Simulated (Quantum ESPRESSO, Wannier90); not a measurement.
Tight-binding from DFT: TaSe2 (R-3m)

Cell from Materials Project (mp-567724), symmetrised, no further relaxation. COD (Crystallography Open Database) has the formula in 5 space groups, this one among them (matched by group alone). Method: PBEsol plane waves in Quantum ESPRESSO 7.5 (PseudoDojo norm-conserving files, 69 Ry, no spin polarisation, no spin-orbit coupling), Bloch states on a 8×8×8 mesh through Γ, Wannier90 4.0.1. Density: 10×10×10 mesh, cold smearing 0.01 Ry. The cell is built of weakly bound layers, chains or molecules, whose nearest atoms lie 3.95 Å apart. Database cells relaxed without dispersion often hold them too far apart, which can enlarge gaps and weakens couplings between them; spacing and stacking were not compared with the measured crystal. Spin-orbit coupling is left out although heavy elements are present.

```
begin unit_cell_cart
ang
   -1.7544000137    3.0387099605    0.0000000000
   -3.5088000274    0.0000000000    0.0000000000
   -1.7544000137    1.0129033202    6.6456570000
end unit_cell_cart
mp_grid = 8 8 8
```

Which shells of neighbouring k-points and which b-vectors and weights does Wannier90 pick for this cell and mesh?


```
 *---------------------------------- K-MESH ----------------------------------*
 +----------------------------------------------------------------------------+
 |                    Distance to Nearest-Neighbour Shells                    |
 |                    ------------------------------------                    |
 |          Shell             Distance (Ang^-1)          Multiplicity         |
 |          -----             -----------------          ------------         |
 |             1                   0.118182                      2            |
 |             2                   0.236364                      2            |
 |             3                   0.261449                      6            |
 |             4                   0.270206                      6            |
 |             5                   0.302711                      6            |
 |             6                   0.324963                      6            |
 |             7                   0.354547                      2            |
 |             8                   0.377950                      6            |
       ... (lines left out)
 +----------------------------------------------------------------------------+
 | The b-vectors are chosen automatically                                     |
 | The following shells are used:                       1,  3                 |
 +----------------------------------------------------------------------------+
 |                        Shell   # Nearest-Neighbours                        |
 |                        -----   --------------------                        |
 |                          1               2                                 |
 |                          2               6                                 |
 +----------------------------------------------------------------------------+
 | Completeness relation is fully satisfied [Eq. (B1), PRB 56, 12847 (1997)]  |
 +----------------------------------------------------------------------------+
 |                  b_k Vectors (Ang^-1) and Weights (Ang^2)                  |
 |                  ----------------------------------------                  |
 |            No.         b_k(x)      b_k(y)      b_k(z)        w_b           |
 |            ---        --------------------------------     --------        |
 |             1         0.000000    0.000000    0.118182    34.135359        |
 |             2         0.000000    0.000000   -0.118182    34.135359        |
 |             3        -0.223837   -0.129232   -0.039394     4.989735        |
 |             4         0.000000    0.258464   -0.039394     4.989735        |
 |             5        -0.223837    0.129232    0.039394     4.989735        |
 |             6         0.223837    0.129232    0.039394     4.989735        |
 |             7         0.000000   -0.258464    0.039394     4.989735        |
 |             8         0.223837   -0.129232   -0.039394     4.989735        |
```
